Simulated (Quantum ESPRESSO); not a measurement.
# Band energies of GaN at -0.5 % isotropic strain

```
CELL_PARAMETERS angstrom
      0.00000     2.23855     2.23855
      2.23855     0.00000     2.23855
      2.23855     2.23855     0.00000
ATOMIC_POSITIONS crystal
  N  0.25000 0.25000 0.25000
  Ga 0.00000 0.00000 0.00000
```

PBE (stringent potentials; Quantum ESPRESSO, PseudoDojo norm-conserving, 114 Ry, without SOC); path ΓXWKΓLUWLK,UX; energies in eV from the valence-band maximum.

```csv
k (1/Å),point,band 9,band 10,band 11,band 12,band 13,band 14,band 15,band 16
0.00,Γ,-13.20,-13.20,0.00,0.00,0.00,1.88,10.49,10.49
0.43,,-13.22,-13.19,-1.91,-0.70,-0.70,3.80,8.83,11.23
0.97,,-13.14,-12.38,-4.86,-2.25,-2.25,4.19,7.11,11.29
1.40,X,-13.12,-11.48,-6.19,-2.76,-2.76,3.39,6.82,11.85
1.52,,-13.13,-11.46,-6.17,-2.84,-2.83,3.54,6.93,11.82
1.99,,-13.18,-11.20,-5.79,-3.69,-3.67,5.99,8.47,10.79
2.11,W,-13.19,-11.18,-5.75,-3.77,-3.72,6.27,8.61,10.46
2.60,K,-13.16,-11.31,-5.93,-4.34,-2.22,5.06,8.04,11.21
3.10,,-13.21,-12.18,-5.37,-3.32,-1.05,6.65,7.60,9.66
3.49,,-13.22,-13.11,-3.33,-1.46,-0.32,4.58,8.95,10.29
3.99,,-13.20,-13.20,-0.23,-0.04,-0.01,2.08,10.39,10.52
4.09,Γ,-13.20,-13.20,0.00,0.00,0.00,1.88,10.49,10.49
4.49,,-13.20,-13.20,-2.28,-0.28,-0.28,3.47,9.43,10.85
4.90,,-13.18,-12.73,-5.42,-0.77,-0.77,4.63,8.76,10.80
5.31,L,-13.15,-11.92,-7.15,-0.99,-0.99,4.81,8.83,10.51
5.41,,-13.15,-11.90,-7.12,-1.14,-1.02,4.96,8.67,10.51
5.95,,-13.17,-11.44,-6.16,-3.95,-1.89,5.72,7.94,10.68
6.16,U,-13.16,-11.31,-5.93,-4.34,-2.22,5.06,8.04,11.21
6.36,,-13.17,-11.27,-5.88,-4.24,-2.64,5.50,8.17,10.99
6.66,W,-13.19,-11.18,-5.75,-3.77,-3.72,6.27,8.61,10.46
6.86,,-13.19,-11.27,-5.86,-4.05,-2.98,6.38,8.27,10.15
7.36,,-13.16,-11.79,-6.91,-1.96,-1.28,5.75,7.89,10.44
7.65,L,-13.15,-11.92,-7.15,-0.99,-0.99,4.81,8.83,10.51
7.74,,-13.15,-11.91,-7.13,-1.09,-1.01,4.91,8.72,10.51
8.17,,-13.16,-11.58,-6.46,-3.28,-1.65,6.12,7.61,10.51
8.51,K,-13.16,-11.31,-5.93,-4.34,-2.22,5.06,8.04,11.21
8.51,U,-13.16,-11.31,-5.93,-4.34,-2.22,5.06,8.04,11.21
9.01,X,-13.12,-11.48,-6.19,-2.76,-2.76,3.39,6.82,11.85
```

The PBE gap is direct, 1.88 eV at Γ.

Spin-orbit splittings are left out.

Geometry strained from the cell relaxed with PBEsol, atoms relaxed again.

This is not the ordinary phase of the substance; no match was found in the copy of COD used, and its stability was not checked.
